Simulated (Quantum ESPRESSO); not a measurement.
```xyz
10
Lattice="2.5716 1.4847 4.6292 -2.5716 1.4847 4.6292 0.0000 -2.9694 4.6292" Properties=species:S:1:pos:R:3 pbc="T T T"
O     -1.0294    -1.4847     5.7865
O      1.0294     1.4847     8.1010
O      1.8005    -0.1491     5.7865
O     -1.8005     0.1491     8.1010
O     -0.7711     1.6338     5.7865
O      0.7711    -1.6338     8.1010
Rh     0.0000     0.0000    11.7931
Rh     0.0000     0.0000     2.0944
Rh     0.0000     0.0000     9.0381
Rh     0.0000     0.0000     4.8494
```

The geometry is that of Materials Project entry mp-542734, symmetrised and not relaxed again.

**Question.** What does PBEsol (Quantum ESPRESSO, PseudoDojo norm-conserving, 88 Ry, no spin-orbit coupling) give for the electronic structure near the Fermi level?

**Answer.** The PBEsol gap is indirect, 0.54 eV, from Γ to F; the smallest direct gap is 0.81 eV. Spin-orbit splittings are left out.
